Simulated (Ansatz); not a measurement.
**All-electron card of TaN**

```
Ta N
1.0
     5.18500    0.00000    0.00000
    -2.59250    4.49034    0.00000
     0.00000    0.00000    2.90800
Ta N
3 3
Cartesian
  0.0000 0.0000 0.0000
  0.0000 2.9936 1.4540
  2.5925 1.4968 1.4540
  2.5925 0.0000 0.0000
  1.2962 2.2452 0.0000
  -1.2962 2.2452 0.0000
```

Atoms are numbered in the order listed.

The geometry is COD entry 1539256, unchecked; take it as a test cell.

No spin–orbit coupling, which matters for the heavy atoms here.

Levels of theory: DFT, LDA, all-electron LAPW, scalar-relativistic (Ansatz 0.2.0); DFT, LDA, PAW with Ansatz's default frozen-core files, scalar-relativistic (Ansatz 0.2.0).

For LAPW: a Γ-centred 5×5×8 k mesh, Fermi–Dirac smearing of 0.03 eV, basis error target 0.5 meV/atom, no spin polarisation. PAW takes a cutoff of 420 eV at this cell (files made with PBE, cores remade for this functional). The Ansatz runs share mesh, smearing and spin set-up. Values come from LAPW unless marked.

```json
{
  "Pressure at this cell": "-4.76 GPa",
  "Band gap": "none: bands cross the Fermi level, a metal",
  "Stress xx, yy, zz (compression positive)": "-3.88, -3.88, -6.52 GPa",
  "Density of states at the Fermi level (0.2 eV bin)": "0.50 states/eV per cell",
  "Löwdin charges (with 0.27 e of the cell spilling out of the atomic basis, so their sizes and signs hang on that basis)": "Ta1 0.46, Ta2 0.87, N4 -0.65 e",
  "Bader charges (from the PAW run)": "Ta1 +0.78, Ta2 +2.07, N4 -1.64 e",
  "Volume per atom": "11.28 Å³"
}
```
